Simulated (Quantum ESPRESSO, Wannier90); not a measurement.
**AlAs (zinc blende), plane waves to Wannier functions**

```
CELL_PARAMETERS angstrom
      0.00000     2.83790     2.83790
      2.83790     0.00000     2.83790
      2.83790     2.83790     0.00000
ATOMIC_POSITIONS crystal
  Al 0.00000 0.00000 0.00000
  As 0.25000 0.25000 0.25000
```

Materials Project entry mp-2172; symmetrised, unrelaxed at this level. COD (Crystallography Open Database) has an entry of this formula and space group (matched by these alone). Computed values, not measurements, from PBEsol: Quantum ESPRESSO (norm-conserving PseudoDojo potentials, cutoff 68 Ry, no spin polarisation, no spin-orbit coupling) on a Γ-centred 10×10×10 mesh, then Wannier90. Density: 10×10×10 mesh, cold smearing 0.01 Ry. Spin-orbit coupling, left out, would split the p-like bands by a few tenths of an eV.

The plane-wave run has 20 bands and 18 electrons a cell. On the energy scale of pw.x, whose zero is arbitrary, the valence-band maximum lies at 6.32 eV.

Isolated groups of bands, relative to the valence-band maximum (bands from 10 on overlap up to the last one computed):

```csv
bands,from (eV),to (eV),filling,weight on atomic waves
1–5,-34.52,-34.50,filled,As 3d 100 %
6,-11.85,-9.88,filled,"As 4s 64 %, Al 3p 24 %, Al 3s 10 %"
7–9,-5.56,0.00,filled,"As 4p 64 %, Al 3p 22 %, Al 3s 11 %"
```

Input w.win, without the blocks of cell, atoms and k-points (1000 lines):

```
num_bands = 15
num_wann = 8
exclude_bands = 1-5
num_iter = 800
conv_tol = 1.0e-6
conv_window = 4
dis_num_iter = 1000
dis_conv_tol = 1.0e-6
dis_froz_max = 13.16
write_hr = true
write_u_matrices = true
begin projections
f=0.00629,-0.01058,0.01079: s;p
f=0.26285,0.24575,0.25242: s;p
end projections
mp_grid = 10 10 10
```

wannier90.x stops with:
```
dis_windows: More states in the frozen window than target WFs
```
At some k-point more bands lie below dis_froz_max than there are Wannier functions, and every frozen state has to fit into the subspace. Mended as below, all else unchanged, the run goes through (Ω_I = 12.6 Å²) and follows the plane-wave bands to 11 meV rms (states up to 2.3 eV relative to the valence-band maximum).
```
dis_froz_max = 9.16
```
